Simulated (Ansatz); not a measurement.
Simulated powder pattern, Ag Kα, λ = 0.560885 Å (kinematic, ideal powder, no thermal factors, no anomalous dispersion; the 30 strongest lines at most, above 1 %, up to 2θ = 30°):

| 2θ (°) | I/Imax (%) |
|---|---|
| 7.95 | 6.4 |
| 9.76 | 91 |
| 10.10 | 100 |
| 12.24 | 91 |
| 12.60 | 3.5 |
| 15.14 | 11 |
| 15.94 | 18 |
| 16.33 | 16 |
| 17.15 | 20 |
| 18.48 | 4.1 |
| 18.50 | 25 |
| 18.72 | 21 |
| 19.06 | 19 |
| 19.60 | 11 |
| 19.88 | 16 |
| 20.56 | 4.0 |
| 22.05 | 14 |
| 22.19 | 23 |
| 24.69 | 6.1 |
| 25.36 | 8.1 |
| 25.62 | 7.4 |
| 25.66 | 9.1 |
| 25.79 | 6.1 |
| 26.12 | 8.2 |
| 26.16 | 5.3 |
| 27.08 | 7.5 |
| 28.05 | 11 |
| 28.40 | 4.0 |
| 29.26 | 6.0 |
| 29.37 | 4.1 |

The pattern belongs to a structure relaxed with the program Ansatz at the PBE+D3(BJ) level (PAW).

Problem. Which of these materials gives this?
A. Hf, hcp (Mg type)
B. Tc, dhcp (α-La type)
C. Cl, molecular I2 type
D. BN, P6_3/mmc (B on 2c, N on 2d)

Solution. C, Cl, molecular I2 type

Problem. Give the lattice parameters.

Solution. a = 6.591 Å, b = 4.072 Å, c = 8.091 Å.

Space group Cmce (molecular I2 type). Symmetry was held in the PBE+D3(BJ) relaxation. The substance is a gas or liquid at ambient conditions; this is its low-temperature solid.

Potentials: the later of the program's two PAW sets.
